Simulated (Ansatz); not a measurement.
## Sr: comparing deformations

The calculation used Ansatz, DFT PBEsol, scalar-relativistic, plane waves, PAW. Cutoff 420 eV, Γ-centred 10×10×10 k-points, Gaussian smearing of 0.03 eV. No spin polarisation. Energies are free energies at this smearing, counted from the undisturbed cell; pressure is positive in compression.

Zero of the scan (as given, not relaxed at this level; it stands at -0.9 GPa):

```xyz
1
Lattice="0.0000 3.0423 3.0423 3.0423 0.0000 3.0423 3.0423 3.0423 0.0000" Properties=species:S:1:pos:R:3 pbc="T T T"
Sr    0.0000    0.0000    0.0000
```

The cell is strained by ε times a Voigt pattern (xx, yy, zz, yz, xz, xy; engineering shear) with fractional coordinates fixed. τ = (1/V0) dE/dε comes from the stress tensor. Of each scan, only the three points used here are listed.

| pattern | ε | τ (GPa) |
| --- | --- | --- |
| (1, -1, 0, 0, 0, 0) | -0.0125 | -0.0323 |
| (1, -1, 0, 0, 0, 0) | 0.0000 | 0.0000 |
| (1, -1, 0, 0, 0, 0) | 0.0125 | 0.0323 |
| (0, 0, 0, 0, 1, 0) | -0.0025 | -0.0051 |
| (0, 0, 0, 0, 1, 0) | 0.0000 | 0.0000 |
| (0, 0, 0, 0, 1, 0) | 0.0025 | 0.0051 |
| (1, 1, 0, 0, 0, 0) | -0.0250 | 0.794 |
| (1, 1, 0, 0, 0, 0) | 0.0000 | 1.815 |
| (1, 1, 0, 0, 0, 0) | 0.0250 | 2.644 |
| (0, 0, 1, 0, 0, 0) | -0.0250 | 0.632 |
| (0, 0, 1, 0, 0, 0) | 0.0000 | 0.907 |
| (0, 0, 1, 0, 0, 0) | 0.0250 | 1.135 |
| (0, 0, 0, 0, 0, 1) | -0.0025 | -0.0051 |
| (0, 0, 0, 0, 0, 1) | 0.0000 | 0.0000 |
| (0, 0, 0, 0, 0, 1) | 0.0025 | 0.0051 |

Question: Which constants do the scans give, and which deformation costs least for the same size of strain tensor?

Answer: The slope dτ/dε at zero (parabola through three points) is pᵀCp: (1, -1, 0, 0, 0, 0) gives 2(C11 − C12) = 2.6 GPa; (0, 0, 0, 0, 1, 0) gives C44 = 2.1 GPa; (1, 1, 0, 0, 0, 0) gives 2(C11 + C12) = 37 GPa; (0, 0, 1, 0, 0, 0) gives C11 = 10.0 GPa; (0, 0, 0, 0, 0, 1) gives C44 = 2.1 GPa. The size of the strain tensor, ε:ε, is ε² times 2.0, 0.5, 2.0, 1.0, 0.5. Per unit of it the stiffnesses are 1.3, 4.1, 19, 10.0, 4.1 GPa, so (1, -1, 0, 0, 0, 0) is the softest of these: at ε:ε = (1 %)² the quadratic term costs 0.02 meV/atom against 0.33 for the stiffest. The starting stress shifts them by about its own size.

Question: What else follows for this cubic crystal?

Answer: From the unrounded slopes C11 = 10.0 and C12 = 8.5 GPa, so B = (C11 + 2 C12)/3 = 9 GPa and the Poisson ratio for a pull along a cube edge is C12/(C11 + C12) = 0.46. Symmetry also asks 2(C11 − C12) = 3 GPa, against 3 from its own scan.

In a metal these slopes depend on the k mesh and the smearing.